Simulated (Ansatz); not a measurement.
SbO₂ (space group C2/c)

```
CELL_PARAMETERS angstrom
      6.03355    -2.43492     0.00000
      6.03355     2.43492     0.00000
     -1.37420     0.00000     5.22990
ATOMIC_POSITIONS crystal
  Sb 0.28060 0.71940 0.75000
  Sb 0.71940 0.28060 0.25000
  Sb 0.00000 0.50000 0.00000
  Sb 0.50000 0.00000 0.50000
  O  0.31934 0.49350 0.03261
  O  0.68066 0.50650 0.96739
  O  0.50650 0.68066 0.46739
  O  0.49350 0.31934 0.53261
  O  0.75896 0.86442 0.82779
  O  0.24104 0.13558 0.17221
  O  0.13558 0.24104 0.67221
  O  0.86442 0.75896 0.32779
```

This relaxed cell (volume V₀) is scaled evenly in all directions, its shape held. The atoms relax within the cell's symmetry.

These are PBEsol (plane waves to 420 eV, PAW, scalar-relativistic; Ansatz, an electronic-structure program) values and carry that method's errors. k mesh 6×6×5 (Γ-centred), Fermi-Dirac smearing 0.05 eV. Compression counts positive. SbO2 was relaxed with its symmetry unable to fall. Spin-orbit coupling is left out, though Sb is heavy. This is one of several known forms of SbO2; the measured ambient cells at hand have space group No. 33.

At one point of the scan the stress tensor (GPa) is:

```
    7.0      0.0     -1.6
    0.0      5.8      0.0
   -1.6      0.0      5.1
```

Which point is it?
(A) V/V₀ = 0.925
(B) V/V₀ = 0.975
(C) V/V₀ = 0.900
(D) V/V₀ = 0.950

D, V/V₀ = 0.950

(Under strain, the slope of the energy per volume gives the stress and its curvature an elastic modulus.)
